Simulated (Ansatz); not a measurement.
Below is a relaxed structure of Fe₂Pt. The cell was found from a structure generator's guess, not taken from experiment.

Computed with Ansatz, DFT PBE, scalar-relativistic, plane waves, PAW. Cutoff 420 eV, Γ-centred mesh, Gaussian smearing, collinear spin.

```
Fe Pt
1.0
     4.18529    0.00000    0.00000
    -2.09264    3.62456    0.00000
     0.00000    0.00000    2.64753
Fe Pt
2 1
Direct
  0.33333 0.66667 0.38567
  0.66667 0.33333 0.61433
  0.00000 0.00000 0.00000
```

Formation energies are uncorrected and refer to the elements' standard structures at the same level.

Question: Find its symmetry and describe it.

Answer: P-3m1 (No. 164), with Fe and Pt ordered on bcc sites. Conventional cell: a = 4.185 Å, c = 2.648 Å. Fe has 3 Fe at 2.49 Å, 3 Pt at 2.62 Å, 2 Fe at 2.65 Å, 3 Pt at 2.91 Å and 3 Fe at 3.16 Å; Pt is surrounded by 6 Fe at 2.62 Å, 2 Pt at 2.65 Å and 6 Fe at 2.91 Å.

Question: What is its formation energy per atom?

Answer: −0.06 eV/atom. It lies below the elements, which doesn't yet make it stable against other compounds or structures.

Question: Is it a metal?

Answer: Yes, bands cross the Fermi level on the 12×12×18 mesh.

Question: Which magnetic moments does it keep?

Answer: 1.97 μB per atom net, the space between the atoms included; by site: Fe 2.8 (×2); Pt 0.5 μB.

The last run used collinear spin, a 12×12×18 mesh (in the run's order of axes) for its 3-atom cell and Gaussian smearing of 0.10 eV. Spin–orbit coupling, which can matter for Pt, is left out. Another magnetic order may lie lower. A structure relaxed within its symmetry needn't be a true minimum.
